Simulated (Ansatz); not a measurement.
CeO2:
```
CELL_PARAMETERS angstrom
      0.00000     2.71894     2.71894
      2.71894     0.00000     2.71894
      2.71894     2.71894     0.00000
ATOMIC_POSITIONS crystal
  Ce 0.00000 0.00000 0.00000
  O  0.25000 0.25000 0.25000
  O  0.75000 0.75000 0.75000
```

Tensor components refer to the Cartesian frame of this cell.

Task: Give the high-frequency dielectric tensor and the Born effective charge tensors of the independent atoms from DFPT, plane-wave PAW r²SCAN (Ansatz code).

Result: 
ε∞:
```
7.03  0.00  0.00
0.00  7.03  0.00
0.00  0.00  7.03
```
Z* of atom 1 (Ce), rows: field, columns: displacement, in e:
```
5.73  0.00  0.00
0.00  5.73  0.00
0.00  0.00  5.73
```
Z* of atom 2 (O), rows: field, columns: displacement, in e:
```
-2.87   0.00   0.00
 0.00  -2.87   0.00
 0.00   0.00  -2.87
```

Static charges for comparison (Bader): Ce1 +2.39, O2 -1.20 e. Born charges measure polarisation by displacement and can exceed these by far.

Space group Fm-3m (fluorite). The r²SCAN relaxation kept the symmetry of its start. No spin polarisation was allowed. The 4f shell is in the valence. No Hubbard U is applied. Scalar-relativistic: spin–orbit coupling is off unless named, which matters more the heavier the elements.

Potentials: the earlier of the program's two PAW sets. The files were generated under PBE; for other functionals the program regenerates the frozen cores, and for LDA and PBEsol the local potential too.
